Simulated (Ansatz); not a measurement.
Ansatz input

```yaml
crystal:
  lattice:
    - [5.9857842518, 0.0, 0.0]
    - [-2.9928921259, 5.1838412236, 0.0]
    - [0.0, 0.0, 3.5995866729]
  atoms:
    - { symbol: La, position: [1.0, 0.0, 0.0], spin: 1.0 }
    - { symbol: La, position: [0.3333333333, 0.6666666667, 0.5], spin: 1.0 }
    - { symbol: La, position: [0.6666666667, 0.3333333333, 0.5], spin: 1.0 }
hamiltonian:
  xc: mr2scan
  pseudopotentials:
    kind: paw
    azcp:
      La: "pseudopotentials/La.paw.azcp"
basis:
  ecutwfc: 500
  fft_grid_basis: typed
kpoints:
  mp_grid: { grid: [8, 8, 12], shift: [0, 0, 0] }
magnetization:
  spin_polarized: true
scf:
  occupations: { method: fermi_dirac, width: 0.05 }
output:
  write_density: true
  write_potential: true
  elf: true
  volumetric_format: npy
```

Output

```
Engine: ansatz 0.2.0, x86_64-unknown-linux-gnu
Pseudopotentials: kind: paw
Pseudopotential: La, paw, valence charge 11, recommended cutoff 500 eV (meta_gga) 
Functional definition: m-r2SCAN
  exchange = m_r2scan_x
  correlation = m_r2scan_c
Crystal: 3 atoms, lattice volume = 111.693 Å³
Basis set: ecut = 500 eV, 2833 PW (Γ), exchange–correlation on 180×180×108 points (64 copies of the dense FFT grid, shifted against one another)
Bands: 22, of which v1, the nominal top of the filled ones, is band 17 counted from 1 (16 counted from 0)
Symmetry: 24 space group operations
Space group: P6/mmm (ITA 191), of the structure as read, at distance tolerance 4.8e-5 Å
Magnetic group: BNS 191.233 (UNI 1463), of the structure as read, at distance tolerance 4.8e-5 Å
k-points: 70 of 768
Non-local potential: La, projectors of the file, l = 0: 3, l = 1: 2, l = 2: 2, l = 3: 3
PAW form: soft (Blöchl's): semilocal exchange-correlation on the pseudo side does not see the compensation charge
PAW frozen core: La, regenerated for the run's functional (the file was generated under x = pbe(κ = 0.804, μ = 0.2195149727645171), c = pbe(β = 0.06672455060314922))
PAW one-centre angular grid: La, 974 points (default); XC on 160 Gauss nodes
Initial density: superposition of atomic densities (chi_scale 0.1, normalization cell)
Starting moments: Σ|m| = 3 μB on 3 of 3 sites
Initial wavefunctions: pseudopotential atomic-orbital guess
Functional: x = mr2scan, c = mr2scan; τ floored in thin density (d = 2e-4 eV/Å³)
iter 1 solved again at ethr=2.85e-3 eV; its pass at ethr=3.10e-3 eV (dr2=9.40e-1 eV) is discarded
SCF iter   1: F=—  HF=-18793.532418 eV  |F-HF|=—  |Δ(HF+E_count)|=         —  Δρ=2.24e-2 (↑2.24e-2 ↓1.07e-2)  dr2=9.99e-1  dr2_τ=7.78e-3  dr2_m=1.30e-1  M=1.461 μB ∫|m|=1.461 μB  β_m=0.59  ethr=2.85e-3  ⟨swp⟩=2.8  Hψ=22776  notcnv=0
Mixer restart at iter 1: flushing history
spin=Collinear: Kerker preconditioning applied to the charge; magnetization (m = ρ↑ − ρ↓) channel mixes plain (no charge-response kernel on spin).
SCF iter   2: F=—  HF=-18793.754322 eV  |F-HF|=—  |Δ(HF+E_count)|=   2.22e-1  Δρ=1.35e-2 (↑1.35e-2 ↓8.20e-3)  dr2=5.01e-1  dr2_τ=2.69e-3  dr2_m=2.85e-2  M=1.296 μB ∫|m|=1.296 μB  β_m=0.40  ethr=2.85e-3  ⟨swp⟩=3.1  Hψ=5065  notcnv=0  κ⁻¹=1.0e0(r=1)
SCF iter   3: F=—  HF=-18793.937776 eV  |F-HF|=—  |Δ(HF+E_count)|=   1.83e-1  Δρ=5.64e-3 (↑1.85e-3 ↓5.64e-3)  dr2=5.53e-2  dr2_τ=5.21e-4  dr2_m=9.11e-3  M=0.712 μB ∫|m|=0.712 μB  β_m=0.90  ethr=1.52e-3  ⟨swp⟩=5.4  Hψ=7142  notcnv=0  defer=1  κ⁻¹=4.1e-2(r=2)
SCF iter   4: F=—  HF=-18794.000363 eV  |F-HF|=—  |Δ(HF+E_count)|=         —  Δρ=1.84e-3 (↑1.49e-3 ↓1.84e-3)  dr2=1.15e-2  dr2_τ=4.96e-5  dr2_m=1.27e-3  M=0.352 μB ∫|m|=0.352 μB  β_m=0.94  ethr=1.68e-4  ⟨swp⟩=5.0  Hψ=6702  notcnv=0  defer=5
Mixer restart at iter 4: flushing history
...
WARN: the starting moments were not kept: the SCF closed with an absolute magnetisation of 2.4e-5 μB, where they sum to 3 μB in size (3 sites). That is at most 0.1 of that sum. Measured as dr2_m measures the in/out step, that magnetisation stands 2.6e-11 eV from none, at or under the dr2_threshold of 1.0e-7 eV: it is no larger than a step whose dr2_m would equal this threshold. The system may hold no moment; this SCF shows only that its start led to no more than that. To try another start: raise the starting moments (crystal.atoms[].spin, magnetization.per_species, magnetization.initial_magnetization, or on a non-collinear deck that types none of these the spinor_matrix: blocks that start its atoms; where the total moment is fixed, keep their sum and leave initial_magnetization as it is; typed ones take the place of any that the run laid by itself, positive ones on a crystal's lanthanoids without a Hubbard term where scf.initial_density.shell_occupations: [] is typed) or, if the notice of its spin-set hold's release reads "site moments contracting" or "site moments show no strong build", lengthen the hold (scf.mixing.spin_hold: { on: { confirm: 4 } }; for m-r²SCAN on two components see the key's manual first). Each may lead to a state that holds a moment. A second SCF, from the converged charge density, with the starting moments and any scf.initial_density.shell_occupations laid on it anew, would have followed, and was not run: the deck does not ask for one (magnetization.retry_lost_moments is false, the default). To let it run, set magnetization.retry_lost_moments: true and run the deck again, where that key's refused combinations let it; where memory then withholds it, that run's warning says so.
this state was not tested for a lower state beside it, because the mixer in use, unlike msr1, does not test its closes by its own steps (another_mixer; see scf.mixing.algorithm and scf.lower_state_search)
SCF converged after 17 iterations
Magnetization: -0.0000 μB (16.5000 up, 16.5000 down)
Absolute magnetization: 0.0000 μB (∫|ρ↑−ρ↓|, with the PAW one-centre terms)
Spin contamination: 0.0000 ħ² per cell (⟨S²⟩ above its minimum at these occupations)
Per-site moments (μB) at R_I (Å): [(-8.278601792220744e-6, 1.4848295025712501), (-1.1413748353425506e-6, 1.425556336494349), (-1.1413748354198478e-6, 1.425556336494349)]
Free energy (F): -18794.011370 eV
Harris-Foulkes:  -18794.011370 eV  (|F-HF|=1.96e-10)
Internal energy: -18793.976404 eV  (E = F + TS)
E sigma→0 (E₀):  -18793.993887 eV
Entropy (-TS):   -0.034966 eV (-11.655 meV/atom)
Fermi energy:    11.066994 eV
--- Per-component energies (eV) ---
  E_band       = -155.808135
  E_kinetic    = 578.155022
  E_local      = -1003.805610  (includes V_loc(G=0)·N_el)
  E_nonlocal   = 278.607564
  E_hartree    = 316.208127
  E_xc         = -395.693769
  E_vxc        = -480.843392  (∫ρ·V_xc dr)
  E_paw        = -16310.515033  (= ΣΔE_a)
  E_vpaw       = -185.341807  (= ΣTr[D̂ρ^β])
  E_aug_tail   = 0.000000  (compensation charges beyond the density's cutoff)
  E_vtau       = 25.003810  (kinetic-family band-sum trace: ∫τ·v_τ [+ j·A + Jᵃ·Aᵃ] dr)
  E_ewald      = -2257.138242
  E_core_change = 0.205537  (= ΣΔE_core)
  E_smearing   = -0.034966  (= −TS)
  E_closure    = -0.000000  (closes the sum)
  Σ components = -18794.011370   (vs F -18794.011370, Δ=0.00e0)
--- Band table (eV; the first three rows and the last of 140) ---
  k-point 0 ↑: bands = ["-23.0034", "-22.7318", "-22.7091", "-6.6819", "-6.6819", "-6.3584", "-6.3584", "-5.8320", "-5.5182", "-5.4699", "-5.4699", "-5.4591", "7.7937", "9.6620", "11.5639", "11.6070", "11.6070", "11.6271", "11.6271", "12.2678", "12.7908", "12.9125"]
  k-point 1 ↑: bands = ["-22.9939", "-22.7269", "-22.7022", "-6.6712", "-6.6712", "-6.3385", "-6.3385", "-5.9072", "-5.5891", "-5.5429", "-5.4745", "-5.4745", "7.9507", "9.8691", "11.3682", "11.3682", "11.4785", "11.4785", "11.7908", "12.3690", "12.8040", "12.9189"]
  k-point 2 ↑: bands = ["-22.9677", "-22.7136", "-22.6835", "-6.6417", "-6.6417", "-6.2814", "-6.2814", "-6.1059", "-5.7776", "-5.7650", "-5.4895", "-5.4895", "8.3781", "10.4306", "10.8059", "10.8059", "11.1471", "11.1471", "12.3802", "12.6132", "12.8221", "12.8221"]
  k-point 69 ↓: bands = ["-22.7475", "-22.7135", "-22.6639", "-6.9627", "-6.7893", "-6.7013", "-6.3069", "-6.1163", "-5.9946", "-5.9007", "-5.8525", "-5.4720", "9.0257", "10.2147", "10.4567", "10.5961", "11.0028", "11.1549", "11.7242", "12.0007", "12.2846", "12.3364"]
```
